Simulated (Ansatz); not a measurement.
Here is the system:

AlNi:
```
AlNi
1.0
    2.83263     0.00000     0.00000
    0.00000     2.83263     0.00000
    0.00000     0.00000     2.83263
Al Ni
1 1
Direct
  0.50000   0.50000   0.50000
  0.00000   0.00000   0.00000
```

This is the LDA-relaxed structure.

Question: All from plane-wave PAW LDA (Ansatz code), unless another level is named. Predict the Debye temperature from the elastic constants.

Answer: 541 K.

Question: Next, the highest zone-centre frequency?

Answer: 308 cm⁻¹.

Space group Pm-3m (CsCl type). The LDA relaxation kept the symmetry of its start; of distortions, only those at the zone centre were tested. No spin polarisation was allowed. As this level gives no gap, shear constants depend on the k-mesh and smearing (Fermi–Dirac, 0.1 eV here). As this level gives no gap, phonon frequencies hold no LO–TO term and depend on the k-mesh and smearing (Fermi–Dirac, 0.1 eV here).

Potentials: the later of the program's two PAW sets.
